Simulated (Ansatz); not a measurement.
Li$_{2}$Nb$_{4}$NiO$_{12}$:
```
CELL_PARAMETERS angstrom
     -5.14330     0.00000     0.00000
     -2.58139     2.14775     8.48465
     -2.56483     4.89285     0.00000
ATOMIC_POSITIONS crystal
  Li 0.66856 0.11463 0.54355
  Li 0.91651 0.36043 0.80587
  Nb 0.74713 0.76177 0.74890
  Nb 0.24604 0.24136 0.26148
  Nb 0.50773 0.50490 0.49319
  Nb 0.99545 0.99668 0.00309
  Ni 0.19542 0.59827 0.01592
  O  0.15532 0.68550 0.63584
  O  0.66145 0.19267 0.11679
  O  0.64053 0.57138 0.75067
  O  0.13987 0.07744 0.22881
  O  0.77548 0.94919 0.85309
  O  0.27464 0.45432 0.35782
  O  0.73979 0.89072 0.41560
  O  0.21602 0.39142 0.92975
  O  0.74565 0.63384 0.16919
  O  0.21858 0.14064 0.67282
  O  0.28057 0.81172 0.98351
  O  0.78469 0.31999 0.49839
```
Starting moments (μB, in the order of the atoms Li Li Nb Nb Nb Nb Ni O O O O O O O O O O O O): 0.0 0.0 0.0 0.0 0.0 0.0 1.6 0.0 0.0 0.0 0.0 0.0 0.0 0.0 0.0 0.0 0.0 0.0 0.0.

Relaxed with r²SCAN. Special points in fractions of this cell's reciprocal vectors: Γ (0.000, 0.000, 0.000); X (0.500, 0.000, 0.000); Y (0.000, 0.500, 0.000); Z (0.000, 0.000, 0.500); R (0.500, 0.500, 0.500); T (0.000, 0.500, 0.500); U (0.500, 0.000, 0.500); V (0.500, 0.500, 0.000).

Question: List the band energies nearest the valence-band maximum at these points for plane-wave PAW r²SCAN (Ansatz code).

Answer: In eV from the valence-band maximum; about four levels below and three above (degenerate sets whole), none deeper than 8.9 eV; points with the same levels are listed once.

```csv
k,below,above
Γ ↑,-0.89 -0.77 -0.08 -0.01,2.87 2.95 3.05
X ↑,-0.87 -0.73 -0.31 -0.13,2.76 3.13 3.24
Y ↑,-0.86 -0.75 -0.06 -0.04,2.86 2.93 3.07
Z ↑,-1.02 -0.81 -0.36 -0.18,3.13 3.42 3.57
R ↑,-0.87 -0.78 -0.28 -0.06,2.82 3.12 3.34
T ↑,-1.01 -0.81 -0.33 -0.09,2.95 3.45 3.71
U ↑,-0.87 -0.75 -0.30 -0.04,2.94 3.20 3.36
V ↑,-0.95 -0.70 -0.26 -0.08,2.89 3.23 3.28
Γ ↓,-1.18 -0.23 -0.20 -0.10,2.72 2.80 3.07
X ↓,-1.19 -0.32 -0.18 -0.04,2.64 2.85 2.94
Y ↓,-1.13 -0.25 -0.19 -0.09,2.83 2.95 2.98
Z ↓,-1.20 -0.30 -0.22 -0.10,2.80 2.90 3.23
R ↓,-1.24 -0.24 -0.16 -0.10,2.62 2.96 3.06
T ↓,-1.30 -0.31 -0.23 -0.10,2.77 2.97 3.18
U ↓,-1.23 -0.25 -0.16 -0.09,2.86 2.91 3.12
V ↓,-1.22 -0.34 -0.21 -0.03,2.74 3.03 3.14
```

Space group P1. The start of the workflow was typed in or built on a structure type; neither database checked (COD, Materials Project) lists it. Whether it is the stable phase at ambient conditions was not checked. The cell was relaxed with r²SCAN under the symmetry of its start; its stability against distortions is not shown here. The final state is ferromagnetic, the only order run, not a proven ground state. Other orbital occupations within this spin state were not tried. No Hubbard U is applied. Spin–orbit coupling is left out wherever it is not named.

Potentials: the later of the program's two PAW sets.
